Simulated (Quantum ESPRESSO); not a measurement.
# Ir2Pd2Ag3Hf: finding a planted mistake in a log

Computed values, not a measurement. The program is pw.x of Quantum ESPRESSO 7.5 (plane-wave density functional theory). The cell is made up: eight metal atoms on a face-centred cubic lattice, with elements, volume, strain and displacements drawn at random and not relaxed, so it may be unstable or far from any real phase. PseudoDojo standard norm-conserving files set the functional (PBE unless stated); there is no spin polarisation or spin-orbit coupling, the Fermi-Dirac width of 0.25 eV means electrons at about 2900 K, and the masses in the input are unused placeholders. Heavy elements are run without spin-orbit coupling, which real alloys of them have. A spin test at this wide smearing found no moment, but such smearing suppresses magnetism that the real alloy may have.

Intended input:

```
&control calculation='scf', pseudo_dir='./dojo.nc.sr.pbe.v0_5.standard.upf', outdir='./o', disk_io='minimal', tprnfor=.true., tstress=.true. /
&system ibrav=0, nat=8, ntyp=4, nbnd=84, ecutwfc=87.97787729, nosym=.true., tot_charge=0,
 occupations='smearing', smearing='fd', degauss=0.0183746611
/
&electrons conv_thr=1.470e-08, electron_maxstep=70, mixing_beta=0.5 /
ATOMIC_SPECIES
Ag 1.0 Ag.upf
Hf 1.0 Hf.upf
Ir 1.0 Ir.upf
Pd 1.0 Pd.upf
CELL_PARAMETERS angstrom
1.9904 3.9808 1.9904
1.9904 -3.9808 1.9904
3.9808 0.0 -3.9808
ATOMIC_POSITIONS angstrom
Ir -0.0795 -0.1756 0.0476
Pd 2.0203 -0.082 -1.9189
Ag 1.9286 -2.0498 -0.0425
Ir 4.0077 -2.0415 -1.942
Ag 2.0205 2.0445 -0.0458
Hf 4.0088 1.9583 -1.9744
Pd 1.9632 0.002 2.0537
Ag 3.9978 -0.0091 -0.1647
K_POINTS automatic
5 5 4 1 1 1
```

The log is shortened where brackets say so; the opening notice, blank lines, dates and the lines on written files are dropped, and the path of the files is cut. It prints rydbergs, bohrs and kilobars, and counts compression as positive stress. Its total energy is the free energy E - TS of the whole cell.

Log of the intended run:

```
     Program PWSCF v.7.5
     Parallel version (MPI & OpenMP), running on       4 processor cores
     Number of MPI processes:                 4
     Threads/MPI process:                     1
     [start-up lines left out]
     bravais-lattice index     =            0
     lattice parameter (alat)  =       9.2133  a.u.
     unit-cell volume          =     851.4079 (a.u.)^3
     number of atoms/cell      =            8
     number of atomic types    =            4
     number of electrons       =       139.00
     number of Kohn-Sham states=           84
     kinetic-energy cutoff     =      87.9779  Ry
     charge density cutoff     =     351.9115  Ry
     scf convergence threshold =      1.5E-08
     mixing beta               =       0.5000
     number of iterations used =            8  plain     mixing
     Exchange-correlation= PBE
                           (   1   4   3   4   0   0   0)
     [axes and pseudopotential details left out]
   Cartesian axes
     site n.     atom                  positions (alat units)
         1        Ir     tau(   1) = (  -0.0163061  -0.0360171   0.0097632  )
         2        Pd     tau(   2) = (   0.4143810  -0.0168189  -0.3935830  )
         3        Ag     tau(   3) = (   0.3955726  -0.4204317  -0.0087171  )
         4        Ir     tau(   4) = (   0.8220140  -0.4187293  -0.3983210  )
         5        Ag     tau(   5) = (   0.4144221   0.4193447  -0.0093940  )
         6        Hf     tau(   6) = (   0.8222396   0.4016643  -0.4049666  )
         7        Pd     tau(   7) = (   0.4026693   0.0004102   0.4212317  )
         8        Ag     tau(   8) = (   0.8199834  -0.0018665  -0.0337814  )
     number of k points=    50  Fermi-Dirac smearing, width (Ry)=  0.0184
                       cart. coord. in units 2pi/alat
        k(    1) = (   0.1990210   0.0000000   0.0459279), wk =   0.0400000
        k(    2) = (   0.3521142   0.0000000  -0.1071652), wk =   0.0400000
     [further k points left out]
     Dense  grid:    94737 G-vectors     FFT dimensions: (  60,  60,  64)
     Estimated max dynamical RAM per process >     387.26 MB
     Estimated total dynamical RAM >       1.44 GB
     Initial potential from superposition of free atoms
     starting charge     138.9961, renormalised to     139.0000
     Starting wfcs are   78 randomized atomic wfcs +    6 random wfcs
     total cpu time spent up to now is        4.7 secs
     per-process dynamical memory:   302.9 Mb
     Self-consistent Calculation
     iteration #  1     ecut=    87.98 Ry     beta= 0.50
     Davidson diagonalization with overlap
     ethr =  1.00E-02,  avg # of iterations =  3.0
     total cpu time spent up to now is       17.0 secs
     total energy              =   -2040.43770076 Ry
     estimated scf accuracy    <       8.68320825 Ry
     iteration #  2     ecut=    87.98 Ry     beta= 0.50
     Davidson diagonalization with overlap
     ethr =  6.25E-03,  avg # of iterations =  2.6
     total cpu time spent up to now is       29.0 secs
     total energy              =   -2042.41989923 Ry
     estimated scf accuracy    <      32.75251860 Ry
     [iterations 3 to 13 left out]
     iteration # 14     ecut=    87.98 Ry     beta= 0.50
     Davidson diagonalization with overlap
     ethr =  4.95E-10,  avg # of iterations =  2.4
     total cpu time spent up to now is      156.8 secs
     total energy              =   -2045.62016374 Ry
     estimated scf accuracy    <       0.00000049 Ry
     iteration # 15     ecut=    87.98 Ry     beta= 0.50
     Davidson diagonalization with overlap
     ethr =  3.55E-10,  avg # of iterations =  1.3
     total cpu time spent up to now is      166.0 secs
     End of self-consistent calculation
     [lines on levels left out]
!    total energy              =   -2045.62016380 Ry
     estimated scf accuracy    <          4.2E-09 Ry
     smearing contrib. (-TS)   =      -0.07262943 Ry
     internal energy E=F+TS    =   -2045.54753437 Ry
     The total energy is F=E-TS. E is the sum of the following terms:
     one-electron contribution =    -628.04035969 Ry
     hartree contribution      =     402.17932558 Ry
     xc contribution           =    -339.87003706 Ry
     ewald contribution        =   -1479.81646321 Ry
     convergence has been achieved in  15 iterations
     Forces acting on atoms (cartesian axes, Ry/au):
     atom    1 type  3   force =     0.00361606    0.05131399    0.02620137
     atom    2 type  4   force =    -0.03092089    0.02304372   -0.02355543
     atom    3 type  1   force =     0.02464626   -0.01400451    0.02834965
     atom    4 type  3   force =     0.03160475   -0.01912223   -0.02784917
     atom    5 type  1   force =    -0.02947059   -0.02405490   -0.01051160
     atom    6 type  2   force =     0.00835594    0.00697170   -0.04335702
     atom    7 type  4   force =     0.01061793   -0.01264814   -0.03780279
     atom    8 type  1   force =    -0.01844946   -0.01149962    0.08852498
     Total force =     0.150629     Total SCF correction =     0.000185
     Computing stress (Cartesian axis) and pressure
          total   stress  (Ry/bohr**3)                   (kbar)     P=       97.48
   0.00074253   0.00004423  -0.00013575          109.23        6.51      -19.97
   0.00004423   0.00052062  -0.00001328            6.51       76.59       -1.95
  -0.00013575  -0.00001328   0.00072480          -19.97       -1.95      106.62
     init_run     :      4.45s CPU      4.64s WALL (       1 calls)
     electrons    :    157.68s CPU    161.31s WALL (       1 calls)
     forces       :      2.03s CPU      2.03s WALL (       1 calls)
     stress       :      6.98s CPU      6.98s WALL (       1 calls)
     [timing details left out]
     PWSCF        :   2m51.22s CPU   2m55.10s WALL
     JOB DONE.
```

A second run was made from an input with one planted mistake. Its log:

```
     Program PWSCF v.7.5
     Parallel version (MPI & OpenMP), running on       4 processor cores
     Number of MPI processes:                 4
     Threads/MPI process:                     1
     [start-up lines left out]
     bravais-lattice index     =            0
     lattice parameter (alat)  =       9.2133  a.u.
     unit-cell volume          =     851.4079 (a.u.)^3
     number of atoms/cell      =            8
     number of atomic types    =            4
     number of electrons       =       139.00
     number of Kohn-Sham states=           84
     kinetic-energy cutoff     =      87.9779  Ry
     charge density cutoff     =     351.9115  Ry
     scf convergence threshold =      1.5E-08
     mixing beta               =       0.5000
     number of iterations used =            8  plain     mixing
     Exchange-correlation= PBE
                           (   1   4   3   4   0   0   0)
     [axes and pseudopotential details left out]
   Cartesian axes
     site n.     atom                  positions (alat units)
         1        Ir     tau(   1) = (  -0.0163061  -0.0360171   0.0097632  )
         2        Ag     tau(   2) = (   0.4143810  -0.0168189  -0.3935830  )
         3        Pd     tau(   3) = (   0.3955726  -0.4204317  -0.0087171  )
         4        Ir     tau(   4) = (   0.8220140  -0.4187293  -0.3983210  )
         5        Ag     tau(   5) = (   0.4144221   0.4193447  -0.0093940  )
         6        Hf     tau(   6) = (   0.8222396   0.4016643  -0.4049666  )
         7        Pd     tau(   7) = (   0.4026693   0.0004102   0.4212317  )
         8        Ag     tau(   8) = (   0.8199834  -0.0018665  -0.0337814  )
     number of k points=    50  Fermi-Dirac smearing, width (Ry)=  0.0184
                       cart. coord. in units 2pi/alat
        k(    1) = (   0.1990210   0.0000000   0.0459279), wk =   0.0400000
        k(    2) = (   0.3521142   0.0000000  -0.1071652), wk =   0.0400000
     [further k points left out]
     Dense  grid:    94737 G-vectors     FFT dimensions: (  60,  60,  64)
     Estimated max dynamical RAM per process >     387.26 MB
     Estimated total dynamical RAM >       1.44 GB
     Initial potential from superposition of free atoms
     starting charge     138.9961, renormalised to     139.0000
     Starting wfcs are   78 randomized atomic wfcs +    6 random wfcs
     total cpu time spent up to now is        4.8 secs
     per-process dynamical memory:   295.0 Mb
     Self-consistent Calculation
     iteration #  1     ecut=    87.98 Ry     beta= 0.50
     Davidson diagonalization with overlap
     ethr =  1.00E-02,  avg # of iterations =  3.0
     total cpu time spent up to now is       17.2 secs
     total energy              =   -2038.96519846 Ry
     estimated scf accuracy    <      10.78707858 Ry
     iteration #  2     ecut=    87.98 Ry     beta= 0.50
     Davidson diagonalization with overlap
     ethr =  7.76E-03,  avg # of iterations =  3.0
     total cpu time spent up to now is       29.8 secs
     total energy              =   -2041.72834852 Ry
     estimated scf accuracy    <      43.30070858 Ry
     [iterations 3 to 14 left out]
     iteration # 15     ecut=    87.98 Ry     beta= 0.50
     Davidson diagonalization with overlap
     ethr =  5.69E-10,  avg # of iterations =  1.9
     total cpu time spent up to now is      165.4 secs
     total energy              =   -2045.59506878 Ry
     estimated scf accuracy    <       0.00000005 Ry
     iteration # 16     ecut=    87.98 Ry     beta= 0.50
     Davidson diagonalization with overlap
     ethr =  3.60E-11,  avg # of iterations =  2.6
     total cpu time spent up to now is      176.2 secs
     End of self-consistent calculation
     [lines on levels left out]
!    total energy              =   -2045.59506879 Ry
     estimated scf accuracy    <          5.0E-09 Ry
     smearing contrib. (-TS)   =      -0.07540261 Ry
     internal energy E=F+TS    =   -2045.51966618 Ry
     The total energy is F=E-TS. E is the sum of the following terms:
     one-electron contribution =    -627.70720174 Ry
     hartree contribution      =     401.87561149 Ry
     xc contribution           =    -339.83758216 Ry
     ewald contribution        =   -1479.85049377 Ry
     convergence has been achieved in  16 iterations
     Forces acting on atoms (cartesian axes, Ry/au):
     atom    1 type  3   force =     0.00693414    0.04645100    0.02391373
     atom    2 type  1   force =    -0.04580073    0.02584784   -0.00570258
     atom    3 type  4   force =     0.01438865   -0.01099792    0.03280650
     atom    4 type  3   force =     0.04042219   -0.02056589   -0.03404590
     atom    5 type  1   force =    -0.02914827   -0.02464895   -0.01144606
     atom    6 type  2   force =     0.02364650    0.00625614   -0.05840238
     atom    7 type  4   force =     0.01173641   -0.01172962   -0.03945395
     atom    8 type  1   force =    -0.02217888   -0.01061259    0.09233063
     Total force =     0.163570     Total SCF correction =     0.000114
     Computing stress (Cartesian axis) and pressure
          total   stress  (Ry/bohr**3)                   (kbar)     P=       97.18
   0.00068143   0.00007951  -0.00013108          100.24       11.70      -19.28
   0.00007951   0.00061128   0.00001981           11.70       89.92        2.91
  -0.00013108   0.00001981   0.00068918          -19.28        2.91      101.38
     init_run     :      4.46s CPU      4.67s WALL (       1 calls)
     electrons    :    167.60s CPU    171.46s WALL (       1 calls)
     forces       :      2.01s CPU      2.02s WALL (       1 calls)
     stress       :      6.91s CPU      7.03s WALL (       1 calls)
     [timing details left out]
     PWSCF        :   3m 1.10s CPU   3m 5.31s WALL
     JOB DONE.
```

Question: the log repeats what the program read. Compare it with the intended run: what was wrong in the second input?

Answer: two atoms have their elements exchanged. The input lines that differ:

```
- Pd 2.0203 -0.082 -1.9189
- Ag 1.9286 -2.0498 -0.0425
+ Ag 2.0203 -0.082 -1.9189
+ Pd 1.9286 -2.0498 -0.0425
```

|  | intended run | run with the mistake |
| --- | --- | --- |
| free energy (eV) | -27832.080 | -27831.739 |
| entropy term -TS, part of it (eV) | -0.988 | -1.026 |
| pressure (GPa) | 9.75 | 9.72 |
| size of the largest force component (eV/Å) | 2.276 | 2.374 |
| largest change of a force component (eV/Å) |  | 0.459 |
| iterations | 15 | 16 |

For scale, a rerun of the intended cell at a higher cutoff and on a denser mesh moved values by no more than 0.007 eV in energy, 0.07 GPa in stress and 0.009 eV/Å in force, and a second program with other atomic files agreed on that cell to 2 % rms in force and 0.5 GPa in pressure.